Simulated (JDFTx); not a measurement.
```json
{
 "surface": "Ir(100)",
 "bulk": "Ir, Fm-3m, lattice of mp-101 (not re-optimised)",
 "slab": "4 atoms in 4 planes, 1x1, 5.7 Å between the outermost planes",
 "in-plane cell": "2.725 × 2.725 Å, 7.43 Å²",
 "cell_height": "21.8 Å",
 "sampling": "8×8×1 k mesh, Fermi smearing 0.01 Ha, no spin polarisation"
}
```

Level of theory: PBE, GBRV ultrasoft potentials, plane waves to 20/100 Ha; code: a modified build of JDFTx. Liquid: linear PCM (GLSSA13), water, 2 M KCl. Between zero charge and 0.28 V from it the run gives σ = 4.5 μC/cm², a mean capacitance of 16.0 μF/cm². The liquid has ε = 78.4, a 1:1 salt at 2 M with linear (Debye) response, and T = 298 K.

Worked example: the Debye length, the diffuse-layer capacitance, and the inner capacitance that is left when the two stand in series.

Each ion has density c = 2 × 6.022×10⁻⁴ = 1.204e-03 Å⁻³. λ² = ε kT / (8π (e²/4πε₀) c) with kT = 0.02568 eV and e²/4πε₀ = 14.40 eV Å gives λ = 2.15 Å; the log prints 2.15 Å. C_diffuse = ε₀ε/λ = 323 μF/cm². Then 1/C_inner = 1/16.0 − 1/323, so C_inner = 16.9 μF/cm², which equals a vacuum gap of ε₀/C_inner = 0.52 Å. The diffuse layer takes 5 % of the potential drop; the rest lies between the electrode's charge and the onset of the dielectric, with the electrode's own (quantum) capacitance in it. The split is a model: in the calculation solvent and ions share one smooth cavity.
